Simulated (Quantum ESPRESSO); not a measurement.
**Kohn-Sham bands of KF (rock salt)**

```xyz
2
Lattice="0.0000 2.6544 2.6544 2.6544 0.0000 2.6544 2.6544 2.6544 0.0000" Properties=species:S:1:pos:R:3 pbc="T T T"
K      0.0000     0.0000     0.0000
F      2.6544     2.6544     2.6544
```

Structure: Materials Project mp-463, symmetrised, not relaxed again. COD (Crystallography Open Database) has an entry of this formula and space group (matched by these alone). Level: LDA, no spin polarisation, no spin-orbit coupling; pw.x of Quantum ESPRESSO at 68 Ry with PseudoDojo potentials, 10×10×10 k-points, Wannier90. Density: 10×10×10 mesh, cold smearing 0.01 Ry.

Energies are relative to the valence-band maximum; weights are on the orthonormalised atomic waves of the pseudopotential files, averaged over the group. 16 electrons a cell are treated as valence.

```tsv
bands	from (eV)	to (eV)	filling	weight on atomic waves
1	-25.60	-25.46	filled	___
2	-18.31	-18.20	filled	___
3–5	-9.66	-9.01	filled	___
6–8	-0.86	0.00	filled	___
```

Which atomic shells make up each group?


- 1, weight on atomic waves: K 3s 97 %
- 2, weight on atomic waves: F 2s 95 %
- 3–5, weight on atomic waves: K 3p 98 %
- 6–8, weight on atomic waves: F 2p 96 %

The Kohn-Sham gap over both meshes and the path is 5.92 eV.
